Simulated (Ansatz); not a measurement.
Ansatz (an electronic-structure program) input:

Ansatz 0.2 input:
```yaml
crystal:
  lattice:
    - [4.7171709613, 0.0, 0.0]
    - [0.0, 4.7171709613, 0.0]
    - [0.0, 0.0, 3.1286408416]
  atoms:
    - { symbol: Zn, position: [0.0, 0.0, 0.0] }
    - { symbol: Zn, position: [0.5, 0.5, 0.5] }
    - { symbol: F, position: [0.303835432, 0.303835432, 0.0] }
    - { symbol: F, position: [0.196164568, 0.803835432, 0.5] }
    - { symbol: F, position: [0.696164568, 0.696164568, 0.0] }
    - { symbol: F, position: [0.803835432, 0.196164568, 0.5] }
kpoints:
  mp_grid: { grid: [4, 4, 5] }
hamiltonian:
  xc: hse06
  pseudopotentials: { kind: paw }
scf:
  n_extra_bands: 6
  occupations: { method: fixed }
output:
  eigenvalues: true
  eigenstates:
    e_range: [-9.0, 13.2]
    kpoints:
      - [-0.002604, -0.002604, 0.0]  # VBM
      - [0.0, 0.0, 0.0]  # CBM
      - [0.0, 0.0, 0.0]  # GAMMA
      - [0.0, 0.0, 0.5]  # Z
      - [0.5, 0.5, 0.0]  # M
      - [0.5, 0.5, 0.5]  # A
      - [0.0, 0.5, 0.5]  # R
      - [0.0, 0.5, 0.0]  # X
```

Output (shortened):

```
Pseudopotential: Zn, paw, valence charge 12
Pseudopotential: F, paw, valence charge 7
Functional definition: HSE06
davidson cushion auto → on  (no smearing: the cushion is to keep the highest requested band from converging to the state above it …
Crystal: 6 atoms, lattice volume = 69.618 Å³
Basis set: ecut = 420 eV, 1395 PW (Γ)
Bands: 32, of which v1, the nominal top of the filled ones, is band 26 counted from 1 (25 counted from 0)
Symmetry: 16 space group operations
Space group: P42/mnm (ITA 136), of the structure as read, at distance tolerance 4.1e-5 Å
k-points: 18 of 80
SCF iter   1: F=—  HF=-9874.151100 eV  |F-HF|=—  |Δ(HF+E_count)|=         —  Δρ=1.34e-3  dr2=5.58e-4  ethr=1.77e-3  ⟨swp⟩=2.0  Hψ=4056  notcnv=0
preconditioner: auto → none
SCF iter   2: F=-9874.151286 eV  HF=-9874.151393 eV  |F-HF|=1.07e-4  |Δ(HF+E_count)|=   2.92e-4  Δρ=7.47e-4  dr2=1.72e-4  ethr=1.07e-6  ⟨swp⟩=4.7  Hψ=2274  notcnv=0
SCF 1 stopped early in 2 iterations: F = -9874.151286 eV  dr2 = 1.72e-4
Crystal: 6 atoms, lattice volume = 69.618 Å³
Exchange kernel: α = 0.2500, screened, ω = 0.2079 Å⁻¹, Wigner–Seitz truncation, v(0) = 1040.1786 eV·Å³, q-mesh 4×4×5, nearest image of the exchange supercell L …
Frozen-core exchange: fock
SCF iter   1: F=—  HF=-9873.906902 eV  |F-HF|=—  |Δ(HF+E_count)|=         —  Δρ=1.99e-2  dr2=1.56e-1  ethr=3.31e-6  ⟨swp⟩=6.4  Hψ=2889  notcnv=0
preconditioner: auto → none
SCF iter   2: F=—  HF=-9873.855743 eV  |F-HF|=—  |Δ(HF+E_count)|=   5.12e-2  Δρ=5.65e-3  dr2=9.04e-3  ethr=3.31e-6  ⟨swp⟩=4.0  Hψ=2358  notcnv=0
SCF iter   3: F=—  HF=-9873.881011 eV  |F-HF|=—  |Δ(HF+E_count)|=   2.53e-2  Δρ=4.76e-3  dr2=7.33e-3  ethr=3.31e-6  ⟨swp⟩=4.0  Hψ=2155  notcnv=0
SCF iter   4: F=—  HF=-9873.879585 eV  |F-HF|=—  |Δ(HF+E_count)|=   1.43e-3  Δρ=1.55e-3  dr2=7.24e-4  ethr=3.31e-6  ⟨swp⟩=3.0  Hψ=1548  notcnv=0
SCF iter   5: F=—  HF=-9873.880350 eV  |F-HF|=—  |Δ(HF+E_count)|=   7.65e-4  Δρ=5.93e-4  dr2=1.35e-4  ethr=1.23e-6  ⟨swp⟩=3.2  Hψ=1332  notcnv=0  defer=2
iter 6 solved again at ethr=2.06e-8 eV; its pass at ethr=2.37e-7 eV (dr2=1.07e-5 eV) is discarded
SCF iter   6: F=-9873.880289 eV  HF=-9873.880298 eV  |F-HF|=9.09e-6  |Δ(HF+E_count)|=   5.20e-5  Δρ=1.62e-4  dr2=2.30e-5  ethr=2.06e-8  ⟨swp⟩=2.0  Hψ=3102  notcnv=0
SCF 2 stopped early in 6 iterations: F = -9873.880289 eV  dr2 = 2.30e-5
hybrid outer 1: dexx = +3.033e-2 eV, tail = 1.57e-4 eV
Crystal: 6 atoms, lattice volume = 69.618 Å³
Exchange kernel: α = 0.2500, screened, ω = 0.2079 Å⁻¹, Wigner–Seitz truncation, v(0) = 1040.1786 eV·Å³, q-mesh 4×4×5, nearest image of the exchange supercell L …
Frozen-core exchange: fock
SCF iter   1: F=—  HF=-9873.879064 eV  |F-HF|=—  |Δ(HF+E_count)|=         —  Δρ=7.13e-5  dr2=2.07e-6  ethr=1.51e-6  ⟨swp⟩=3.2  Hψ=1340  notcnv=0
preconditioner: auto → none
SCF iter   2: F=—  HF=-9873.879069 eV  |F-HF|=—  |Δ(HF+E_count)|=   4.94e-6  Δρ=4.67e-5  dr2=8.40e-7  ethr=3.44e-9  ⟨swp⟩=4.3  Hψ=2350  notcnv=0  defer=1
iter 3 solved again at ethr=1.17e-10 eV; its pass at ethr=1.50e-9 eV (dr2=6.07e-8 eV) is discarded
SCF iter   3: F=-9873.879069 eV  HF=-9873.879069 eV  |F-HF|=2.96e-9  |Δ(HF+E_count)|=   1.20e-7  Δρ=1.67e-5  dr2=6.19e-8  ethr=1.17e-10  ⟨swp⟩=3.1  Hψ=2811  notcnv=0
SCF 3 converged in 3 iterations: F = -9873.879069 eV  dr2 = 6.19e-8
hybrid outer 2: dexx = +2.308e-6 eV, tail = 2.58e-7 eV, Δε = 5.68e-3 eV (about 2.95e-4 eV left of the loop's levels)
NSCF: frozen V_eff on 8 k-points
hybrid SCF converged: 2 outer / 9 inner (+2 warm-up), last move |dexx| = 2.31e-6 eV, tail = 2.58e-7 eV
Stability not checked (fock_operator)
Free energy (F): -9873.879069 eV
Frozen-core exchange: fock
Harris-Foulkes:  -9873.879069 eV  (|F-HF|=2.96e-9)
Internal energy: -9873.879069 eV  (E = F + TS)
E sigma→0 (E₀):  -9873.879069 eV
Fermi energy:    1.747714 eV
--- Per-component energies (eV) ---
  E_band       = -222.850715
  E_kinetic    = 1094.606398
  E_local      = -5801.766408  (includes V_loc(G=0)·N_el)
  E_nonlocal   = 1546.244984
  E_hartree    = 2341.398830
  E_xc         = -468.740752
  E_vxc        = -402.694935  (∫ρ·V_xc dr)
  E_exx        = -190.987054  (= α·E_x^exact, valence–valence)
  E_paw        = -4414.190695  (= ΣΔE_a)
  E_vpaw       = -960.085699  (= ΣTr[D̂ρ^β])
  E_aug_tail   = 0.007444  (compensation charges beyond the density's cutoff)
  E_ewald      = -3981.612358
  E_core_change = 1.160542  (= ΣΔE_core)
  E_smearing   =  0.000000  (= −TS)
  E_closure    =  0.000000  (closes the sum)
  Σ components = -9873.879069   (vs F -9873.879069, Δ=-1.82e-12)
  [band-id]    e_kinetic+e_local+e_nonlocal+2·e_hartree+e_vxc+2·e_exx+e_vpaw+e_augmentation_tail = -222.864664   (vs E_band -222.850715, Δ=-1.39e-2)
--- Band table (eV; the first three rows and the last of 18) ---
  k-point 0: bands = ["-21.4016", "-20.6212", "-20.6212", "-20.5877", "-4.3593", "-3.9667", "-3.2700", "-3.2700", "-3.0473", "-1.9620", "-1.8936", "-1.8491", "-1.8491", "-1.7732", "-1.3615", "-1.3615", "-1.2773", "-1.2066", "-0.0923", "0.0303", "0.4856", …
  k-point 1: bands = ["-21.2732", "-20.6073", "-20.6047", "-20.6047", "-4.0392", "-3.8272", "-3.2402", "-3.2402", "-2.8445", "-2.3151", "-2.0913", "-2.0267", "-2.0267", "-1.8957", "-1.7846", "-1.0569", "-1.0569", "-0.6494", "-0.4601", "-0.0978", "0.3756", …
  k-point 2: bands = ["-20.9804", "-20.7213", "-20.5779", "-20.5779", "-3.5915", "-3.5163", "-2.9514", "-2.9514", "-2.8765", "-2.5269", "-2.4165", "-2.4165", "-2.3767", "-2.0016", "-1.8003", "-1.4385", "-0.9547", "-0.9547", "-0.0495", "0.0283", "0.2070", …
  k-point 17: bands = ["-20.8101", "-20.8101", "-20.6147", "-20.6147", "-3.5983", "-3.5983", "-3.1795", "-3.1795", "-2.9228", "-2.9228", "-2.5339", "-2.5339", "-2.0558", "-2.0558", "-1.6772", "-1.6772", "-0.9418", "-0.9418", "0.1064", "0.1064", "0.3839", …
```

Cost: about 2.6 core-minutes (a rough figure) on shared cores.

The points marked VBM and CBM come from a semilocal run.

Space group P4_2/mnm (rutile). The cell was relaxed with PBEsol under the symmetry of its start.

Potentials: the later of the program's two PAW sets.

Ansatz is a plane-wave DFT program.
